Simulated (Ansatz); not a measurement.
**LiGa under pressure**

All numbers below come from Ansatz, DFT LDA, scalar-relativistic, plane waves, PAW. Plane waves to 420 eV; Γ-centred k mesh 12×12×12; Fermi-Dirac smearing of 0.15 eV. No spin polarisation. Phonons by linear response, acoustic sum rule imposed.

Relaxed structure:
Space group Fd-3m:1 (No. 227). a = 6.055 Å, b = 6.055 Å, c = 6.055 Å, α = 90.00°, β = 90.00°, γ = 90.00°
```json
{"atom": "Li", "site": "8b", "symmetry": "-43m", "x": "0.0000", "y": "0.0000", "z": "0.5000"}
{"atom": "Ga", "site": "8a", "symmetry": "-43m", "x": "0.5000", "y": "0.0000", "z": "0.5000"}
```

In a metal, frequencies and elastic constants depend on the k mesh and the smearing, soft modes and shear constants most.

Optical modes at Γ (cm⁻¹) at zero pressure: 182, 259, 374.

Q: Under hydrostatic pressure the same modes lie at 209, 300, 418 cm⁻¹. What is the pressure, and how much has the cell shrunk?

A: 6 GPa; the volume is 8.7 % smaller.